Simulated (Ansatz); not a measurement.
The relaxed structure here is a generated cell of FeGe2: the first start was made by a random draw of sites in a space group, and the end was not matched to a known phase here, so it may be hypothetical.

One stationary structure of FeGe2. Space group P4₂/mmc (No. 131). Computed with r2SCAN (plane waves to 500 eV, PAW, scalar-relativistic; Ansatz, a program for electronic structure).

```cif
data_Fe2Ge4
_chemical_formula_sum 'Fe2 Ge4'
_space_group_name_H-M_alt 'P42/mmc'
_space_group_IT_number 131
_space_group_name_Hall '-P 4c 2'
_cell_length_a 8.10699
_cell_length_b 8.10699
_cell_length_c 2.77287
_cell_angle_alpha 90.000
_cell_angle_beta 90.000
_cell_angle_gamma 90.000
loop_
_atom_site_label
_atom_site_type_symbol
_atom_site_symmetry_multiplicity
_atom_site_Wyckoff_symbol
_atom_site_fract_x
_atom_site_fract_y
_atom_site_fract_z
_atom_site_occupancy
Fe1 Fe 2 c 0.00000 0.50000 0.00000 1
Ge1 Ge 4 l 0.00000 0.20700 0.00000 1
```

Question: Predict the magnetic moment from r2SCAN.

Answer: Net 0.99 μB/atom, ferromagnetic.

Spin state reached: ferromagnetic (net 0.99 μB/atom), from parallel starting moments; other spin orders were not run from this start. r2SCAN tends to overstate moments in metals. The program's look for a lower electronic state was skipped, cut short or left open in this run.

The run could not lose the symmetry of its start, so the end can be a saddle point.
